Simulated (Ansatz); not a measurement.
**Zn2GeN2: relaxation step by step**

A trial structure of Zn2GeN2 was built thus: random cell by space group and Wyckoff sites (P-3m1, No. 164). The dimensions are guesses.

```
CELL_PARAMETERS angstrom
5.83525 0.00000 0.00000
-2.91762 5.05347 0.00000
0.00000 0.00000 4.29270
ATOMIC_POSITIONS crystal
Zn 0.33333 0.66667 0.21772
Zn 0.66667 0.33333 0.78228
Ge 0.00000 0.00000 0.50000
N 0.00000 0.00000 0.71850
N 0.00000 0.00000 0.28150
```

Method: DFT PBE, scalar-relativistic, plane waves, PAW (Ansatz). Cutoff 420 eV, Gaussian smearing, Γ-centred meshes. Cell and atoms relax first on a coarse mesh and then on a finer one. In between, the cell is made exact in the group found at 0.06 Å. In metals the finer mesh still leaves noise of several meV/atom or more. The steps can't lower the symmetry of their start. No spin polarisation.

Steps on the 3×3×4 mesh (5 atoms, 71 steps). The free energy counts from the last step; some steps are skipped; the plane-wave basis is renewed at times, which shifts energy and pressure.

```csv
step,ΔF (meV/atom),V (Å³/atom),P (GPa),largest force component (eV/Å)
1,20918.2,25.32,178.35,231.987
9,702.8,26.90,4.25,3.578
17,189.4,22.84,-0.47,0.513
24,78.2,24.40,0.20,0.156
32,64.6,27.94,-0.02,0.150
40,32.5,29.81,0.38,0.224
48,19.1,34.01,0.05,0.151
55,19.0,33.96,0.00,0.002
63,14.7,31.11,0.39,0.133
71,0.0,34.27,0.05,0.027
```

Steps on the 6×6×2 mesh (5 atoms, 8 steps). The free energy counts from the last step; the plane-wave basis is renewed at times, which shifts energy and pressure.

| step | ΔF (meV/atom) | V (Å³/atom) | P (GPa) | largest force component (eV/Å) |
| --- | --- | --- | --- | --- |
| 1 | 48.7 | 34.27 | -0.93 | 0.033 |
| 2 | 39.5 | 33.43 | -0.28 | 0.042 |
| 3 | 32.9 | 33.07 | -0.28 | 0.185 |
| 4 | 3.5 | 31.20 | 0.34 | 0.248 |
| 5 | 4.2 | 30.33 | 0.19 | 0.209 |
| 6 | -0.8 | 31.11 | 0.00 | 0.047 |
| 7 | -0.9 | 31.22 | 0.06 | 0.015 |
| 8 | 0.0 | 31.22 | 0.04 | 0.027 |

The relaxed structure, after a last relaxation on the converged mesh:

```
CELL_PARAMETERS angstrom
4.23901 0.00000 0.00000
-2.11950 3.67109 0.00000
0.00000 0.00000 10.93398
ATOMIC_POSITIONS crystal
Zn 0.33333 0.66667 0.43621
Zn 0.66667 0.33333 0.56379
Ge 0.00000 0.00000 0.50000
N 0.00000 0.00000 0.94959
N 0.00000 0.00000 0.05041
```

The symmetry stays P-3m1 (No. 164). The volume per atom grows by 34.4 %, from 25.3 to 34.0 Å³. The shortest distance goes from 0.94 Å (Ge–N) to 1.10 Å (N–N). The ratio c/a of the conventional cell changes by a factor of 3.51. The energy falls by about 21.0 eV/atom (the start's value is from the coarse mesh). The end is written in a standard setting, so origin, axes and order of atoms can differ from the start's. Zn is surrounded by 3 Ge at 2.54 Å and 3 Zn at 2.82 Å; around Ge lie 6 Zn at 2.54 Å; around N lies 1 N at 1.10 Å.

```
Volume per atom                            : 34.0 Å³
Density                                    : 2.3 g/cm³
Energy over the elements                   : +0.25 eV/atom
Gap on the 12×12×4 mesh of the 5-atom cell : 0 eV (a metal)
```

Formation energies are uncorrected and refer to the elements' standard structures at the same level (N₂ as a molecule).

The last run used Gaussian smearing of 0.10 eV. No dispersion correction is applied, so the spacing and binding between layers, chains or molecules are poorly described. Symmetry constrained the relaxation, so the result can be a saddle point. In all, the 5 runs took 21 min on 1 thread of Intel(R) Xeon(R) Processor @ 2.50GHz (Skylake/Cascade Lake), on a shared host.
